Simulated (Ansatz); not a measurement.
According to DFT-PBEsol in the program Ansatz with PAW potentials, ZnS in the NiAs type structure (P6_3/mmc) relaxes to a = 3.565 Å, c = 5.816 Å. Zn has 6 nearest neighbours from 2.52 Å (octahedral); S has 6 nearest neighbours from 2.52 Å (trigonal prismatic). Its formation energy from the elements is -526 meV/atom, with no fitted shifts.

The Kohn–Sham gap is 0.27 eV (indirect). The valence maximum lies on the Γ–M line, 38 % of the way from Γ and the conduction minimum at K (2 equivalent valleys). HSE06 on the same cell gives 1.49 eV. Electrons at the band edge weigh 0.20, 0.30, 0.30 mₑ (principal values). The hole mass is 0.19, 1.0, 3.8 mₑ (principal values).

An equation-of-state fit gives a bulk modulus of 98.5 GPa. The relaxed-ion elastic constants in GPa are C11 = 142, C12 = 85.0, C13 = 63.6, C33 = 182, C44 = 1.9. Perturbation theory gives ε∞ = 10.6 (xx = yy), 11.6 (zz). Letting the ions move raises it to ε0 = 36.5 (xx = yy), 131 (zz). Born charges are Zn +2.98, S -2.98 e. The phonon dispersion is unstable, down to 46i cm⁻¹. Without the LO–TO term the highest mode at Γ lies at 292 cm⁻¹.

The start of the workflow was typed in or built on a structure type; neither database checked (COD, Materials Project) lists it. It is not the phase usual at ambient conditions (space group No. 186, 216). Symmetry was held in the PBEsol relaxation; phonons show weakly imaginary modes. The references are the lowest solids computed at this level, not always the standard phases.

Potentials: the earlier of the program's two PAW sets. The files were generated under PBE; for other functionals the program regenerates the frozen cores, and for LDA and PBEsol the local potential too.
